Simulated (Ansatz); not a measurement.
Computed map of one atom of the cell: PbSe (rock salt)

Starting cell, PbSe (rock salt):

```
CELL_PARAMETERS angstrom
      0.00000     3.10888     3.10888
      3.10888     0.00000     3.10888
      3.10888     3.10888     0.00000
ATOMIC_POSITIONS crystal
  Se 0.00000 0.00000 0.00000
  Pb 0.50000 0.50000 0.50000
```

In this cell atom 2 (Pb, nearest neighbour Se at 3.109 Å; its periodic images, 4.4 Å or more away, move with it) is moved by u·(0.707, 0.707, 0.000) + v·(0.000, 0.000, 1.000); the rest is frozen.

Level of theory: PBE (plane waves to 420 eV, PAW, scalar-relativistic; Ansatz, a quantum-chemistry and plane-wave program). k mesh 8×8×8 (Γ-centred), Fermi-Dirac smearing 0.05 eV. Energies are smeared free energies. Stress and pressure are positive under compression. PbSe was relaxed with its symmetry unable to fall. Spin-orbit coupling is left out, though Pb is heavy. The zero of ΔE is the undisplaced structure. Axes are in Å.

ΔE (eV/cell), with u across and v down:

```tsv
v \ u	-0.470	-0.313	-0.157	0.000	0.157	0.313	0.470
-0.470	0.311	0.218	0.172	0.158	0.172	0.218	0.311
-0.313	0.181	0.087	0.047	0.037	0.047	0.087	0.181
-0.157	0.129	0.041	0.010	0.004	0.010	0.041	0.129
0.000	0.117	0.030	0.003	0.000	0.003	0.030	0.117
0.157	0.129	0.041	0.010	0.004	0.010	0.041	0.129
0.313	0.181	0.087	0.047	0.037	0.047	0.087	0.181
0.470	0.311	0.218	0.172	0.158	0.172	0.218	0.311
```

P (GPa), with u across and v down:

```
v \ u   -0.470  -0.313  -0.157  0.000  0.157  0.313  0.470
------  ------  ------  ------  -----  -----  -----  -----
-0.470    5.41    4.19    3.47   3.23   3.47   4.19   5.41
-0.313    3.88    2.44    1.59   1.30   1.59   2.44   3.88
-0.157    3.09    1.52    0.60   0.30   0.60   1.52   3.09
0.000     2.84    1.24    0.30  -0.01   0.30   1.24   2.84
0.157     3.09    1.52    0.60   0.30   0.60   1.52   3.09
0.313     3.88    2.44    1.59   1.30   1.59   2.44   3.88
0.470     5.41    4.19    3.47   3.23   3.47   4.19   5.41
```

Derived quantities:

Lowest place on the grid: u = 0.000 Å, v = 0.000 Å (0 meV/cell). Highest place on the grid, met at several equal points: u = -0.470 Å, v = -0.470 Å; u = 0.470 Å, v = -0.470 Å; u = -0.470 Å, v = 0.470 Å; u = 0.470 Å, v = 0.470 Å (311 meV/cell).

The 49 points together took around 14 core-minutes (rough).

(A displaced cell: forces are minus the slopes of the energy, force constants its curvatures, and phonons follow from these.)
